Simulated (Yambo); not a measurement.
Yambo run on BP (wurtzite, space group P6_3mc, No. 186). The wavefunctions come from this Quantum ESPRESSO step (PBEsol, PseudoDojo standard norm-conserving files, scalar-relativistic):

```
&CONTROL
  calculation = 'nscf'
  pseudo_dir = './pseudo'
  outdir = './out'
/
&SYSTEM
  ibrav = 0
  nat = 4
  ntyp = 2
  ecutwfc = 76.0
  ecutrho = 304.0
  occupations = 'fixed'
  force_symmorphic = .true.
  nbnd = 85
/
&ELECTRONS
  conv_thr = 4e-09
  diago_full_acc = .true.
  diago_thr_init = 1e-08
/
ATOMIC_SPECIES
B 10.8100 B.upf
P 30.9738 P.upf
CELL_PARAMETERS angstrom
  3.179911116832   0.000000000000   0.000000000000
 -1.589955558416   2.753883808953   0.000000000000
  0.000000000000   0.000000000000   5.274139666000
ATOMIC_POSITIONS crystal
B   0.666666667000   0.333333333000   0.500431500700
B   0.333333333667   0.666666666333   0.000431500700
P   0.666666667000   0.333333333000   0.874568499300
P   0.333333333667   0.666666666333   0.374568499300
K_POINTS automatic
6 6 4 0 0 0
```

Yambo input:

```
rim_cut
gw0
dyson
el_el_corr
HF_and_locXC
ppa
em1d
RandQpts= 1000000
RandGvec= 1 Ry
EXXRLvcs= 76 Ry
VXCRLvcs= 304 Ry
Chimod= "HARTREE"
% BndsRnXp
 1 | 84 |
%
NGsBlkXp= 8 Ry
% LongDrXp
 1.0 | 1.0 | 1.0 |
%
PPAPntXp= 27.2114 eV
% GbndRnge
 1 | 84 |
%
GTermKind= "BG"
DysSolver= "n"
ExtendOut
% QPkrange
 1 | 1 | 8 | 9 |
 3 | 3 | 8 | 9 |
 10 | 10 | 8 | 9 |
 12 | 12 | 8 | 9 |
 19 | 19 | 8 | 9 |
 21 | 21 | 8 | 9 |
%
```

k points by index: 1 = Γ, 3 = A, 10 = M, 12 = L, 19 = K, 21 = H.

Table of the .qp output:

```
#    K-point    Band    Eo [eV]    E [eV]    E-Eo [eV]    Vxc [eV]    Vnlxc [eV]    Sc|Eo [eV]    Sc|E [eV]    dSc/dw|Eo [eV]    Re(Z)    Im(Z)
#
    1    8    0.000000    -0.547459    -0.547459    -13.34828    -15.00123    0.966057    1.105492    -6.929922    0.797021    -0.001182
    1    9    2.689011    2.984761    0.295750    -11.84236    -7.199132    -4.273351    -4.347483    -6.818419    0.799632    -0.001209
    3    8    -1.311887    -1.923267    -0.611380    -13.05351    -15.22702    1.403070    1.562134    -7.078822    0.793560    -0.001211
    3    9    3.659400    3.967612    0.308212    -12.17552    -7.116813    -4.671687    -4.750492    -6.954764    0.796441    -0.001364
    10    8    -2.098137    -2.753869    -0.655731    -12.97339    -15.54438    1.740913    1.915255    -7.233921    0.789986    -0.001264
    10    9    1.047718    1.306557    0.258839    -10.98926    -6.611520    -4.058350    -4.118905    -6.363853    0.810458    -0.001147
    12    8    -3.382776    -4.073507    -0.690731    -12.72751    -15.71191    2.103995    2.293670    -7.471347    0.784578    -0.001172
    12    9    2.066688    2.330400    0.263713    -11.20664    -6.587154    -4.292563    -4.355778    -6.520458    0.806696    -0.001174
    19    8    -4.902699    -5.614579    -0.711880    -12.12262    -15.65975    2.620101    2.825255    -7.839389    0.776334    -0.002511
    19    9    0.833241    1.086637    0.253396    -10.27189    -6.061956    -3.899319    -3.956539    -6.142503    0.815837    -0.001127
    21    8    -2.895557    -3.572143    -0.676587    -12.83791    -15.65324    1.954268    2.138743    -7.418947    0.785767    -0.481716E-3
    21    9    3.083569    3.398799    0.315231    -11.68484    -6.782021    -4.510254    -4.587586    -6.676991    0.802970    0.844451E-3
```
(The two width columns are left out.) Convergence of these settings isn't established.

Geometry relaxed with PBEsol.

This is not the ordinary phase of the substance; no match was found in the copy of COD used, and its stability was not checked.
